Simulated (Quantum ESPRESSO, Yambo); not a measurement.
Levels of theory for the gap of BaTiO3

BaTiO₃ (cubic perovskite, space group Pm-3m, No. 221): one geometry, one set of PBEsol (pw.x of Quantum ESPRESSO, ONCV potentials, with spin-orbit coupling) orbitals, self-energies from Yambo (4×4×4 Γ-centred k mesh, bands 3 to 200 and a 7 Ry block in the screening, 200 bands in G with the Bruneval-Gonze terminator, plasmon pole fitted at 27.2 eV).

The geometry is that of Materials Project entry mp-2998, symmetrised and not relaxed again.

| level | gap R → Γ (eV) | direct gap at Γ (eV) | rough Yambo cost |
|---|---|---|---|
| PBEsol (Quantum ESPRESSO) | 1.76 | 1.83 | – |
| exchange only (Hartree-Fock self-energy on PBEsol orbitals) | 14.12 | 13.86 | about 1/20 (11 states) |
| static COHSEX@PBEsol | 3.64 | 3.75 | within a factor of two (3 states) |
| G0W0@PBEsol, plasmon pole | 3.18 | 3.29 | 1 (11 states) |

Bare exchange has no screening and gives the widest gap; static COHSEX screens it but leaves out the frequency dependence, which G0W0 restores. All rows use the PBEsol edge points; in the exchange only run other k points give a smaller gap, 13.86 eV.

Costs are rough ratios of core time on shared machines.

Nearest settings tried, and what they do to the gap: 3 Ry block (57 vectors against 171): +207 meV. Not varied: bands in G, bands in W, mesh. So the settings aren't converged at that level.

The cell is held in this high symmetry; tilts and polar distortions were not searched.

This is not the ordinary phase of the substance.
